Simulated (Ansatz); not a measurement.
Relaxed-ion elastic tensor of SrMgF4 in space group Cmc2_1 (No. 36; Pearson symbol oS24) in GPa (Voigt order), plane-wave PAW PBEsol (Ansatz code); density 3.91 g/cm³, 13.30 Å³ per atom.

```
      1     2     3     4     5     6
-  ----  ----  ----  ----  ----  ----
1   169  37.6  66.2   0.0   0.0   0.0
2  37.6  89.5  43.5   0.0   0.0   0.0
3  66.2  43.5   108   0.0   0.0   0.0
4   0.0   0.0   0.0  17.7   0.0   0.0
5   0.0   0.0   0.0   0.0  53.5   0.0
6   0.0   0.0   0.0   0.0   0.0  30.5
```

Is the crystal mechanically stable?

Yes: the smallest eigenvalue of C is 17.7 GPa.

Work out the Voigt, Reuss and Hill averages.

K_V = 73.4, K_R = 67.1, K_H = 70.2; G_V = 34.9, G_R = 29.5, G_H = 32.2 GPa.

Give Young's modulus, Poisson's ratio, Pugh's ratio and the universal anisotropy index.

E = 9KG/(3K + G) = 83.8 GPa; ν = 0.30; K/G = 2.18 (ductile by the Pugh limit of 1.75); A_U = 5G_V/G_R + K_V/K_R − 6 = 1.03.

Estimate the sound speeds and the Debye temperature.

v_l = √((K + 4G/3)/ρ) = 5380 m/s, v_t = √(G/ρ) = 2870 m/s, mean 3210 m/s; Θ = (h/k)(3n/4πV)^(1/3) v_m = 403 K.

Solve the Christoffel equation for the three sound speeds along x, y, z.

Eigenvalues of C_ijkl n_j n_l equal ρv² (piezoelectric stiffening left out). In km/s, slowest first: x 2.79, 3.70, 6.57; y 2.13, 2.79, 4.78; z 2.13, 3.70, 5.25.

How much does each axis shrink under pressure?

Linear compressibilities β_i = Σ_j S_ij (j = 1 to 3): x 2.3, y 7.9, z 4.6 per TPa.

The first step of the workflow began from a Materials Project structure, measured or hypothetical; the Crystallography Open Database files this formula in space group No. 36, but the cells were not matched. Whether it is the stable phase at ambient conditions was not checked. Symmetry was held in the PBEsol relaxation; whether a distortion lowers the energy is not shown.

Potentials: the earlier of the program's two PAW sets. The files were generated under PBE; for other functionals the program regenerates the frozen cores, and for LDA and PBEsol the local potential too.
